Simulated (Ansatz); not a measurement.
Method: DFT PBE, scalar-relativistic, plane waves, PAW in Ansatz 0.2.0. The final run on the 5-atom cell used 420 eV, a Γ-centred 16×16×16 mesh, 0.10 eV smearing and no spin polarisation.

The zero of energy is the elements' standard structures at the same level; no fitted shifts are applied.

Q: Give a relaxed trial structure of a tetragonal metal with formula Sc3Al2, with a formation energy near −0.36 eV/atom and a density near 3.05 g/cm³, in a cell of 5 atoms.

A: Sc3Al2, space group I4/mmm (No. 139). Sc on a site of symmetry 4mm is surrounded by 4 Al at 2.97 Å and 8 Sc at 3.16–3.31 Å; around Sc on a site of symmetry 4/mmm lie 8 Al at 2.98 Å and 4 Sc at 3.16 Å; Al has 8 Sc at 2.97–2.98 Å and 4 Al at 3.16 Å.

Space group I4/mmm (No. 139). a = 3.163 Å, b = 3.163 Å, c = 20.552 Å, α = 90.00°, β = 90.00°, γ = 90.00°
```tsv
atom	site	symmetry	x	y	z
Sc	4e	4mm	0.5000	0.5000	0.1907
Sc	2b	4/mmm	0.5000	0.5000	0.0000
Al	4e	4mm	0.0000	0.0000	0.0957
```

The volume per atom is 20.56 Å³ and the density is 3.05 g/cm³. The energy over the elements is −0.36 eV/atom and the gap on the 16×16×16 mesh of the 5-atom cell is 0 eV (a metal).

The structure comes from a generated guess, relaxed at this level; another structure or a mixture of phases may lie lower. Other answers may fit too; this one was computed.

Symmetry constrained the relaxation, so the result can be a saddle point.
